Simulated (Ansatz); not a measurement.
Relaxed-ion elastic tensor of LiHg (CsCl type, Pm-3m) in GPa (Voigt order), the program Ansatz at the PBEsol level (PAW); density 9.95 g/cm³, 17.31 Å³ per atom.

```json
[
 {"": "1", "1": "55.1", "2": "31.3", "3": "31.3", "4": "0.0", "5": "0.0", "6": "0.0"},
 {"": "2", "1": "31.3", "2": "55.1", "3": "31.3", "4": "0.0", "5": "0.0", "6": "0.0"},
 {"": "3", "1": "31.3", "2": "31.3", "3": "55.1", "4": "0.0", "5": "0.0", "6": "0.0"},
 {"": "4", "1": "0.0", "2": "0.0", "3": "0.0", "4": "32.5", "5": "0.0", "6": "0.0"},
 {"": "5", "1": "0.0", "2": "0.0", "3": "0.0", "4": "0.0", "5": "32.5", "6": "0.0"},
 {"": "6", "1": "0.0", "2": "0.0", "3": "0.0", "4": "0.0", "5": "0.0", "6": "32.5"}
]
```

Q: Is the crystal mechanically stable?

A: Yes: the smallest eigenvalue of C is 23.7 GPa.

Q: Work out the Voigt, Reuss and Hill averages.

A: K_V = 39.2, K_R = 39.2, K_H = 39.2; G_V = 24.3, G_R = 19.2, G_H = 21.7 GPa.

Q: Give Young's modulus, Poisson's ratio, Pugh's ratio and the universal anisotropy index.

A: E = 9KG/(3K + G) = 55.0 GPa; ν = 0.27; K/G = 1.81 (near the Pugh limit of 1.75, no verdict); A_U = 5G_V/G_R + K_V/K_R − 6 = 1.33.

Q: Estimate the sound speeds and the Debye temperature.

A: v_l = √((K + 4G/3)/ρ) = 2620 m/s, v_t = √(G/ρ) = 1480 m/s, mean 1640 m/s; Θ = (h/k)(3n/4πV)^(1/3) v_m = 189 K.

Q: Give the Zener ratio and Young's modulus along [100], [110] and [111].

A: A = 2C44/(C11 − C12) = 2.74; 1/E = S11 − 2(S11 − S12 − S44/2)Γ with Γ = 0, 1/4, 1/3 gives 32.4, 57.0, 76.4 GPa.

Q: Solve the Christoffel equation for the three sound speeds along [100], [110], [111].

A: Eigenvalues of C_ijkl n_j n_l equal ρv². In km/s, slowest first: [100] 1.81, 1.81, 2.35; [110] 1.09, 1.81, 2.76; [111] 1.37, 1.37, 2.88.

The workflow started from an entry of the Crystallography Open Database (COD). Whether it is the stable phase at ambient conditions was not checked. The PBEsol relaxation kept the symmetry of its start; its stability against distortions is not shown here. As this level gives no gap, shear constants depend on the k-mesh and smearing (Fermi–Dirac, 0.1 eV here). Scalar-relativistic: spin–orbit coupling is off unless named, which matters more the heavier the elements.

Potentials: the later of the program's two PAW sets.
